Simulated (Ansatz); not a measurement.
PtS$_{2}$:
```
CELL_PARAMETERS angstrom
      3.51057     0.00000     0.00000
     -1.75528     3.04024     0.00000
      0.00000     0.00000    11.13228
ATOMIC_POSITIONS crystal
  Pt 0.33333 0.66667 0.25000
  Pt 0.66667 0.33333 0.75000
  S  0.33333 0.66667 0.62616
  S  0.66667 0.33333 0.12616
  S  0.66667 0.33333 0.37384
  S  0.33333 0.66667 0.87384
```

Relaxed with PBE. Special points in fractions of this cell's reciprocal vectors: Γ (0.000, 0.000, 0.000); M (0.500, 0.000, 0.000); K (0.333, 0.333, 0.000); A (0.000, 0.000, 0.500); L (0.500, 0.000, 0.500); H (0.333, 0.333, 0.500).

### Question
List the band energies nearest the Fermi level at these points for PBE in the plane-wave PAW code Ansatz.

### Answer
In eV from the Fermi level; about four levels below and three above (degenerate sets whole), none deeper than 8.9 eV; points with the same levels are listed once.

```csv
k,below,above
Γ,-2.68 -2.64 -2.07 -0.13,0.07 0.07 0.19 0.19
M,-2.20 -2.15 -1.83 -1.62,0.34 0.92 1.47
K,-3.17 -3.17 -0.80 -0.80,0.12 1.00 1.00
A,-2.66 -2.66 -1.09 -1.09,0.11 0.11 0.11 0.11
L,-2.14 -2.14 -1.74 -1.74,0.91 0.91 1.20 1.20
H,-3.16 -3.16 -0.76 -0.76,0.57 0.57 0.88 0.88
```

Space group P6_3/mmc. A made-up cell: these elements were put on the sites of a structure type; neither database checked (COD, Materials Project) lists it. COD files the formula under space group No. 164, so this cell is another polymorph or a model. Whether it is the stable phase at ambient conditions was not checked. The cell was relaxed with PBE under the symmetry of its start; its stability against distortions is not shown here. No spin polarisation was allowed. A crystal of weakly bound layers computed without a dispersion correction: the cell and the soft elastic constants depend strongly on that. Spin–orbit coupling is left out wherever it is not named.

Potentials: the later of the program's two PAW sets.
